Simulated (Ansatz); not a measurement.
TaAl:
```xyz
2
Lattice="3.2252 0.0000 0.0000 0.0000 3.2252 0.0000 0.0000 0.0000 3.2252" Properties=species:S:1:pos:R:3 pbc="T T T"
Ta     0.0000     0.0000     0.0000
Al     1.6126     1.6126     1.6126
```

Relaxed with PBE. Special points in fractions of this cell's reciprocal vectors: Γ (0.000, 0.000, 0.000); X (0.000, 0.500, 0.000); M (0.500, 0.500, 0.000); R (0.500, 0.500, 0.500).

Problem. List the band energies nearest the Fermi level at these points for DFT-PBE with spin–orbit coupling in the program Ansatz with PAW potentials.

Solution. In eV from the Fermi level; about four levels below and three above (degenerate sets whole), none deeper than 8.9 eV; points with the same levels are listed once.

```tsv
k	below	above
Γ	-2.61 -2.61 -2.61 -2.61	2.38 2.38 2.38 2.38
X	-0.50 -0.50 -0.29 -0.29	3.00 3.00 4.52 4.52
M	-2.41 -2.41 -1.79 -1.79	0.38 0.38 0.59 0.59
R	-4.13 -4.13 -0.07 -0.07	2.03 2.03 3.60 3.60 3.60 3.60
```

Space group Pm-3m (CsCl type). The start of the workflow was typed in or built on a structure type; neither database checked (COD, Materials Project) lists it. Its standing as an ambient phase is unchecked. The PBE relaxation kept the symmetry of its start; its stability against distortions is not shown here. The run is not spin-polarised.

Potentials: the later of the program's two PAW sets.
